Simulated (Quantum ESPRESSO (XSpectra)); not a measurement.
Ga K-edge X-ray absorption spectrum (XANES) of Cd(GaSe₂)₂ (I-4)

```
CdGa2Se4
1.0
   -2.90113     2.90113     5.42287
    2.90113    -2.90113     5.42287
    2.90113     2.90113    -5.42287
Cd Ga Se
1 2 4
Direct
  0.00000   0.00000   0.00000
  0.25000   0.75000   0.50000
  0.50000   0.50000   0.00000
  0.86512   0.40043   0.98967
  0.59957   0.58924   0.46469
  0.41076   0.87545   0.01033
  0.12455   0.13488   0.53531
```

Geometry: Materials Project entry mp-3772 (a computed structure). The cell is the entry's, not relaxed again.

Absorber: atom 3, Ga on Wyckoff site b (site symmetry -4..), with 4 Se at 2.42 Å.

Model: LDA, full core hole, dipole K-edge X-ray absorption, plane waves, Troullier-Martins potentials made with ld1.x and PseudoDojo potentials for the other elements (Perdew-Zunger form enforced), scalar-relativistic, no spin, constant broadening; program: Quantum ESPRESSO (XSpectra).

28-atom cell (absorber images 8.2 Å apart), 82 Ry, k meshes 2×2×1 (SCF) and 2×2×2 (spectrum), Lorentzian half width 1.5 eV. The ground-state test found a gap, so occupations are fixed and the excited electron is left out (charged cell on a uniform background); energies count from the highest occupied level. Field directions run: x; z, weighted by the site's symmetry in the crystal. Intensities are scaled to a mean of 1 over 0–35 eV.

```
E (eV) | intensity (scaled)
     -5.0 | ## 0.10
     -4.5 | ## 0.10
     -4.0 | ## 0.12
     -3.5 | ## 0.13
     -3.0 | ## 0.14
     -2.5 | ### 0.16
     -2.0 | ### 0.19
     -1.5 | ### 0.22
     -1.0 | #### 0.25
     -0.5 | ##### 0.30
      0.0 | ###### 0.37
      0.5 | ####### 0.46
      1.0 | ######### 0.58
      1.5 | ############ 0.76
      2.0 | ################ 1.01
      2.5 | ##################### 1.30
      3.0 | ######################### 1.58
      3.5 | ############################ 1.77
      4.0 | ############################## 1.87
      4.5 | ############################## 1.90
      5.0 | ############################# 1.86
      5.5 | ############################ 1.76
      6.0 | ######################### 1.61
      6.5 | ####################### 1.46
      7.0 | ##################### 1.32
      7.5 | ################### 1.23
      8.0 | ################### 1.18
      8.5 | ################## 1.14
      9.0 | ################# 1.10
      9.5 | ################# 1.08
     10.0 | ################# 1.09
     10.5 | ################## 1.12
     11.0 | ################## 1.13
     11.5 | ################## 1.13
     12.0 | ################## 1.13
     12.5 | ################## 1.12
     13.0 | ################# 1.11
     13.5 | ################# 1.09
     14.0 | ################# 1.07
     14.5 | ################ 1.03
     15.0 | ############### 0.98
     15.5 | ############### 0.93
     16.0 | ############## 0.90
     16.5 | ############## 0.88
     17.0 | ############## 0.87
     17.5 | ############# 0.85
     18.0 | ############# 0.84
     18.5 | ############# 0.82
     19.0 | ############# 0.80
     19.5 | ############ 0.79
     20.0 | ############# 0.80
     20.5 | ############# 0.83
     21.0 | ############## 0.88
     21.5 | ############### 0.92
     22.0 | ############### 0.94
     22.5 | ############### 0.94
     23.0 | ############## 0.92
     23.5 | ############## 0.88
     24.0 | ############# 0.84
     24.5 | ############# 0.81
     25.0 | ############# 0.80
     25.5 | ############ 0.79
     26.0 | ############# 0.80
     26.5 | ############# 0.82
     27.0 | ############# 0.84
     27.5 | ############# 0.85
     28.0 | ############## 0.87
     28.5 | ############## 0.88
     29.0 | ############## 0.88
     29.5 | ############## 0.86
     30.0 | ############# 0.83
     30.5 | ############# 0.79
     31.0 | ############ 0.77
     31.5 | ############ 0.76
     32.0 | ############ 0.76
     32.5 | ############ 0.75
     33.0 | ############ 0.75
     33.5 | ############ 0.74
     34.0 | ############ 0.73
     34.5 | ########### 0.72
```

The absolute edge energy is not computed.
